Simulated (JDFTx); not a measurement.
Reference run:

System: Cd(0001) (P6_3/mmc bulk; lattice of mp-94, not re-optimised at this level), 1x1 cell of 4 atoms in 4 planes, area 7.58 Å² a face, 8.8 Å between the outermost planes in a cell 24.8 Å high; k mesh 8×8×1, Fermi width 0.01 Ha, no spin polarisation.

Reference level: PBE, GBRV ultrasoft potentials, plane waves to 20/100 Ha, in a modified build of JDFTx. Unrelaxed; liquid: CANDLE, water, 1 M NaF. U vs SHE = −μ/e − 4.44 V throughout (conventional absolute potential of the hydrogen electrode).

Settings tried: 10/50 Ha; 12/60 Ha; 15/75 Ha; 20/100 Ha; 25/125 Ha; 30/150 Ha.

Q: Which is the cheapest setting from which the work function and U_pzc both stay within 0.03 (eV, V) of the last one?

A: 12/60 Ha, at roughly 0.4 of the last row's time. Over the whole series the work function spans 0.09 eV and U_pzc 0.03 V.

```tsv
plane-wave cutoffs	work function (eV)	U_pzc (V)	mean C above U_pzc (μF/cm²)	k states × plane waves	cycles, vacuum run	rough core time, vacuum run
10/50 Ha	3.88	-0.94	13 over 0.5 V	10 × 1916	23	60 s
12/60 Ha	3.82	-0.96	13 over 0.5 V	10 × 2519	24	80 s
15/75 Ha	3.80	-0.97	13 over 0.5 V	10 × 3517	23	2 min
20/100 Ha	3.80	-0.98	13 over 0.5 V	10 × 5414	24	3 min
25/125 Ha	3.80	-0.98	13 over 0.5 V	10 × 7574	24	5 min
30/150 Ha	3.80	-0.98	13 over 0.5 V	10 × 9953	24	4 min
```

The times are rough (shared hosts); only ratios past two mean anything.
